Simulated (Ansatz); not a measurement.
Task: S (α-S8, Fddd) is relaxed with PBEsol (plane waves, PAW; program Ansatz). What lattice parameters of the conventional cell result?

Result: a = 10.614 Å, b = 12.962 Å, c = 24.297 Å.

Task: Give the free coordinates with the occupied sites.

Result: In one choice of origin and axes:

```json
[
 {"atom": "S", "site": "32h", "symmetry": "1", "x": "0.0184", "y": "0.4222", "z": "0.0744"},
 {"atom": "S", "site": "32h", "symmetry": "1", "x": "0.3351", "y": "0.1072", "z": "0.1277"},
 {"atom": "S", "site": "32h", "symmetry": "1", "x": "0.0916", "y": "0.1552", "z": "0.2982"},
 {"atom": "S", "site": "32h", "symmetry": "1", "x": "0.0884", "y": "0.0329", "z": "0.2443"}
]
```

Task: Is it a metal or does it have a gap at this level?

Result: A gap of 1.99 eV, indirect.

The PBEsol relaxation kept the symmetry of its start. A crystal of weakly bound molecules computed without a dispersion correction: the cell and the soft elastic constants depend strongly on that.

Potentials: the later of the program's two PAW sets.
